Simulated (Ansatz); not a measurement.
Computed with DFT PBE, scalar-relativistic, plane waves, PAW in Ansatz 0.2.0. Settings: cutoff 420 eV, Γ-centred meshes spaced at most about 0.3 Å⁻¹, and about 0.25 Å⁻¹ or finer for metals (2π included), Gaussian smearing. No spin polarisation in the final relaxations.

All energies are static (0 K, no zero-point motion).

Compare these two cells of Bi2Te2O, each relaxed at this level.

A.

```
CELL_PARAMETERS angstrom
3.46208 0.00000 0.00000
-1.73104 2.99825 0.00000
0.00000 0.00000 13.92537
ATOMIC_POSITIONS crystal
Bi 0.00000 0.00000 0.64959
Bi 0.00000 0.00000 0.35041
Te 0.00000 0.00000 0.89655
Te 0.00000 0.00000 0.10345
O 0.00000 0.00000 0.50000
```

B.

```
CELL_PARAMETERS angstrom
6.63523 0.00000 0.00000
0.00000 6.63523 0.00000
0.00000 0.00000 6.41567
ATOMIC_POSITIONS crystal
Bi 0.31446 0.81446 0.00000
Bi 0.68554 0.18554 0.00000
Bi 0.81446 0.68554 0.00000
Bi 0.18554 0.31446 0.00000
Te 0.65534 0.15534 0.50000
Te 0.34466 0.84466 0.50000
Te 0.15534 0.34466 0.50000
Te 0.84466 0.65534 0.50000
O 0.50000 0.50000 0.00000
O 0.00000 0.00000 0.00000
```

Problem. Which would you expect to be lower, and how large is the difference?

Solution. B is lower, by 127 meV/atom. A has space group P6/mmm (No. 191), 28.9 Å³/atom and no gap on its mesh; B has space group P4/mbm (No. 127), 28.2 Å³/atom and no gap. Counting O or Te atoms around Bi (for each partner element, those within 1.25 times its shortest distance or 1.15 times the sum of covalent radii, where it is the nearest in units of that sum or under 1.3; a plus sign parts groups by distance over the sum of covalent radii), A has Bi 1+1 and B has Bi 4. A and B both hold Te–Te pairs. In A, Bi is surrounded by 1 O at 2.08 Å and 1 Te at 3.44 Å; Te has 1 Te at 2.88 Å, 1 Bi at 3.44 Å and 6 Te at 3.46 Å; O is surrounded by 2 Bi at 2.08 Å. In B, Bi is surrounded by 2 O at 2.42 Å and 2 Te at 3.22 Å; Te has 1 Te at 2.92 Å, 2 Bi at 3.22 Å and 4 Te at 3.55 Å; around O lie 4 Bi at 2.42 Å. Both come from invented guesses. A third cell relaxed alike, in I4/mmm, lies 159 meV/atom below the lower of the two.

These runs have no spin–orbit coupling, which can matter for Bi and Te. Cells relaxed within their symmetry can be saddle points.
